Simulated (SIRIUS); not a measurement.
A self-consistent single point of Ta (Im-3m, 2 atoms in the cell; from Materials Project mp-50, changed as shown).

```
CELL_PARAMETERS angstrom
      3.26604     0.00000     0.00000
      0.00000     3.26604     0.00000
      0.00000     0.00000     3.26604
ATOMIC_POSITIONS crystal
  Ta 0.00000 0.00000 0.00000
  Ta 0.50000 0.50000 0.50000
```

Method: LDA (PW92), GBRV LDA ultrasoft pseudopotentials (plane waves; SIRIUS).

SIRIUS settings:

- parameters.ngridk: 10 10 10
- parameters.xc_functionals: [XC_LDA_X, XC_LDA_C_PW]
- parameters.gk_cutoff: 6.325 1/bohr
- parameters.pw_cutoff: 14.143 1/bohr
- parameters.smearing: fermi_dirac
- parameters.smearing_width: 0.00367493 Ha
- potentials: GBRV LDA ultrasoft pseudopotentials
- parameters.electronic_structure_method: pseudopotential
- parameters.num_bands: 17
- parameters.num_mag_dims: 0
- parameters.num_dft_iter: 100
- parameters.energy_tol: 1e-07 Ha
- parameters.density_tol: 1e-06
- mixer.type: broyden2
- mixer.beta: 0.5
- mixer.use_hartree: false

Results:

| Property | Result |
|---|---|
| Number of valence electrons | 26 |
| Number of bands | 17 |
| Number of k-points after the program's reduction | 56 |
| Number of plane waves (most at a k-point) | 1024 |
| Number of SCF iterations | 22 |
| FFT grid | 30 × 30 × 30 |
| Free energy E − TS | -3862.2740 eV |
| Fermi level (on the code's own zero) | 19.00 eV |
| Pressure | -4.22 GPa |

Stress (GPa, positive for compression):
```
-4.22   0.00   0.00
 0.00  -4.22   0.00
 0.00   0.00  -4.22
```

For comparison: a first run was changed to give this one (lattice scaled by 0.98), and from it to this one the free energy goes down by 54.9 meV/atom and the pressure goes from -15.46 to -4.22 GPa.

The structure comes from a collection of computed structures, made at another level of theory; the collection holds predicted forms beside known ones. Its lattice was then scaled.

Cost on one core: around 25 core-seconds (rough).
